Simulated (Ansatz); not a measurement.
LaIr$_{5}$:
```cif
data_Ir5La
_chemical_formula_sum 'La1 Ir5'
_space_group_name_H-M_alt 'P6/mmm'
_space_group_IT_number 191
_space_group_name_Hall '-P 6 2'
_cell_length_a 5.35296
_cell_length_b 5.35296
_cell_length_c 4.30319
_cell_angle_alpha 90.000
_cell_angle_beta 90.000
_cell_angle_gamma 120.000
loop_
_atom_site_label
_atom_site_type_symbol
_atom_site_symmetry_multiplicity
_atom_site_Wyckoff_symbol
_atom_site_fract_x
_atom_site_fract_y
_atom_site_fract_z
_atom_site_occupancy
La1 La 1 a 0.00000 0.00000 0.00000 1
Ir1 Ir 3 g 0.50000 0.50000 0.50000 1
Ir2 Ir 2 c 0.33333 0.66667 0.00000 1
```

Relaxed with r²SCAN.

Question: Which orbitals make up the states near the Fermi level in DFT-r²SCAN in the program Ansatz with PAW potentials?

Answer: Within 0.5 eV of the Fermi level: Ir 5d 86 %. Projections are on Löwdin-orthogonalised atomic valence shells; empty p or d shells of many metals are not among them.

Question: Tabulate the density of states.

Answer: States/eV per cell of 6 atoms, in 0.25 eV bins, energy from the Fermi level.

| E (eV) | total | Ir 5d | La 4f | Ir 6s |
|---|---|---|---|---|
| -7.85 | 1.20 | 0.43 | 0.00 | 0.67 |
| -7.60 | 1.10 | 0.41 | 0.00 | 0.59 |
| -7.35 | 1.04 | 0.48 | 0.00 | 0.47 |
| -7.10 | 1.67 | 0.98 | 0.00 | 0.57 |
| -6.85 | 4.55 | 2.69 | 0.00 | 1.43 |
| -6.60 | 2.06 | 1.21 | 0.00 | 0.62 |
| -6.35 | 1.23 | 0.74 | 0.00 | 0.32 |
| -6.10 | 1.54 | 1.14 | 0.01 | 0.27 |
| -5.85 | 4.03 | 2.91 | 0.01 | 0.75 |
| -5.60 | 5.53 | 4.09 | 0.02 | 0.95 |
| -5.35 | 6.53 | 4.95 | 0.02 | 1.04 |
| -5.10 | 7.52 | 6.60 | 0.02 | 0.48 |
| -4.85 | 7.38 | 6.61 | 0.03 | 0.35 |
| -4.60 | 8.48 | 7.49 | 0.02 | 0.41 |
| -4.35 | 9.05 | 7.96 | 0.03 | 0.48 |
| -4.10 | 8.22 | 7.10 | 0.02 | 0.49 |
| -3.85 | 7.55 | 6.29 | 0.02 | 0.52 |
| -3.60 | 6.20 | 5.04 | 0.02 | 0.48 |
| -3.35 | 8.23 | 6.96 | 0.03 | 0.42 |
| -3.10 | 7.02 | 5.96 | 0.03 | 0.36 |
| -2.85 | 6.22 | 5.16 | 0.03 | 0.44 |
| -2.60 | 8.03 | 6.54 | 0.03 | 0.71 |
| -2.35 | 6.51 | 5.40 | 0.02 | 0.46 |
| -2.10 | 6.31 | 5.11 | 0.03 | 0.43 |
| -1.85 | 6.33 | 5.22 | 0.03 | 0.33 |
| -1.60 | 6.69 | 5.69 | 0.04 | 0.26 |
| -1.35 | 5.38 | 4.66 | 0.04 | 0.18 |
| -1.10 | 5.58 | 4.80 | 0.05 | 0.25 |
| -0.85 | 11.32 | 10.04 | 0.13 | 0.33 |
| -0.60 | 9.88 | 8.92 | 0.11 | 0.24 |
| -0.35 | 8.21 | 7.35 | 0.10 | 0.27 |
| -0.10 | 9.10 | 7.87 | 0.12 | 0.45 |
| 0.15 | 5.48 | 4.57 | 0.09 | 0.28 |
| 0.40 | 4.28 | 3.45 | 0.09 | 0.23 |
| 0.65 | 3.33 | 2.68 | 0.08 | 0.21 |
| 0.90 | 2.77 | 2.10 | 0.09 | 0.19 |
| 1.15 | 3.66 | 2.48 | 0.09 | 0.23 |
| 1.40 | 4.16 | 2.75 | 0.12 | 0.21 |
| 1.65 | 3.11 | 1.98 | 0.12 | 0.15 |
| 1.90 | 2.77 | 2.00 | 0.10 | 0.08 |
| 2.15 | 3.24 | 2.28 | 0.15 | 0.13 |
| 2.40 | 1.64 | 0.79 | 0.15 | 0.14 |
| 2.65 | 2.18 | 0.92 | 0.29 | 0.20 |
| 2.90 | 3.65 | 1.33 | 0.69 | 0.24 |
| 3.15 | 6.33 | 1.84 | 1.81 | 0.28 |
| 3.40 | 9.78 | 1.73 | 5.33 | 0.32 |

The workflow started from an entry of the Crystallography Open Database (COD). Whether it is the stable phase at ambient conditions was not checked. The r²SCAN relaxation kept the symmetry of its start; its stability against distortions is not shown here. The run is not spin-polarised. Scalar-relativistic: spin–orbit coupling is off unless named, which matters more the heavier the elements.

Potentials: the later of the program's two PAW sets.
